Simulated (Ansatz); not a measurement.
## KSO3F — ¹⁷O nuclear quadrupole resonance

Cell: a computed structure from the Materials Project (it need not be an observed phase).

```
CELL_PARAMETERS angstrom
8.82252 0.00000 0.00000
0.00000 6.04081 0.00000
0.00000 0.00000 7.55606
ATOMIC_POSITIONS crystal
K 0.67748 0.25000 0.34162
K 0.17748 0.25000 0.15838
K 0.32252 0.75000 0.65838
K 0.82252 0.75000 0.84162
S 0.55570 0.25000 0.80047
S 0.05570 0.25000 0.69953
S 0.44430 0.75000 0.19953
S 0.94430 0.75000 0.30047
O 0.58380 0.04720 0.70217
O 0.08380 0.45280 0.79783
O 0.41620 0.54720 0.29783
O 0.91620 0.95280 0.20217
O 0.41620 0.95280 0.29783
O 0.91620 0.54720 0.20217
O 0.58380 0.45280 0.70217
O 0.08380 0.04720 0.79783
O 0.42286 0.25000 0.91202
O 0.92286 0.25000 0.58798
O 0.57714 0.75000 0.08798
O 0.07714 0.75000 0.41202
F 0.69690 0.25000 0.94580
F 0.19689 0.25000 0.55420
F 0.30311 0.75000 0.05420
F 0.80310 0.75000 0.44580
```

Atoms are numbered from 1 in the order listed; like atoms form one site, named after its first atom.

Level of theory: DFT, PBE, plane waves and PAW, scalar-relativistic, 420 eV cutoff, Γ-centred 3×4×3 k-points, Fermi–Dirac smearing 0.02 eV (Ansatz 0.2.0).

¹⁷O: I = 5/2, Q = -25.58 mb (year-2017 value). Static lattice, zero field.

**Question.** Predict the zero-field ¹⁷O lines of each site.

**Answer.** For I = 5/2 and η = 0 the lines are 3|C_Q|/20 and twice that; η pulls their ratio below 2.

| site | atoms | V_zz (10²¹ V/m²) | C_Q (MHz) | η | line frequencies (MHz) |
| --- | --- | --- | --- | --- | --- |
| O9 | 9, 10, 11, 12, 13, 14, … | 12.80 | -7.91 | 0.30 | 1.30, 2.33 |
| O17 | 17, 18, 19, 20 | 12.63 | -7.82 | 0.31 | 1.29, 2.30 |

At O9 and O17 V_zz points along its bond to S (within 2°) in each case.

The largest force is 0.5 eV/Å, so the atoms aren't at the calculated equilibrium and relaxing them would move these values.
